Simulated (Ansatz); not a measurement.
TiC:
```xyz
2
Lattice="0.0000 2.1466 2.1466 2.1466 0.0000 2.1466 2.1466 2.1466 0.0000" Properties=species:S:1:pos:R:3 pbc="T T T"
Ti     0.0000     0.0000     0.0000
C      2.1466     2.1466     2.1466
```

Relaxed with PBEsol. Special points in fractions of this cell's reciprocal vectors: Γ (0.000, 0.000, 0.000); X (0.500, 0.000, 0.500); U (0.625, 0.250, 0.625); K (0.375, 0.375, 0.750); L (0.500, 0.500, 0.500); W (0.500, 0.250, 0.750).

Problem. List the band energies nearest the Fermi level at these points for PBEsol in the plane-wave PAW code Ansatz.

Solution. In eV from the Fermi level; about four levels below and three above (degenerate sets whole), none deeper than 8.9 eV; points with the same levels are listed once.

| k | below | above |
|---|---|---|
| Γ | – | 0.70 0.70 0.70 |
| X | -3.44 -1.74 | 0.01 0.01 2.87 |
| U | -3.55 -3.38 -1.74 | 1.51 3.29 4.01 |
| L | -8.82 -5.98 -2.97 -2.97 | 3.06 3.06 4.29 |
| W | -3.20 -3.20 -2.75 | 2.91 2.91 3.69 |

Space group Fm-3m (rock salt). The cell was relaxed with PBEsol under the symmetry of its start; of distortions, only those at the zone centre were tested. The run is not spin-polarised.

Potentials: the later of the program's two PAW sets.
